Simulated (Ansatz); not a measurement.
Zr (simple cubic, Pm-3m) under volume change, DFT-r²SCAN in the program Ansatz with PAW potentials, scaled uniformly.

| V (Å³/atom) | E − E(relaxed) (meV/atom) | P (GPa) |
|---|---|---|
| 22.273 | 50.5 | 7.84 |
| 23.007 | 21.4 | 4.89 |
| 23.741 | 5.1 | 2.29 |
| 24.475 | 0.0 | 0.00 |
| 25.210 | 4.6 | -1.96 |
| 25.944 | 17.5 | -3.62 |
| 26.678 | 37.4 | -5.06 |

Q: What does a third-order Birch–Murnaghan fit give for V₀, B₀ and B′?

A: V₀ = 24.48 Å³/atom, B₀ = 69.5 GPa, B′ = 3.8.

A made-up cell: these elements were put on the sites of a structure type; neither database checked (COD, Materials Project) lists it. It is not the phase usual at ambient conditions (space group No. 194). The cell was relaxed with r²SCAN under the symmetry of its start. At this level the phase is mechanically unstable. No spin polarisation was allowed.

Potentials: the later of the program's two PAW sets.
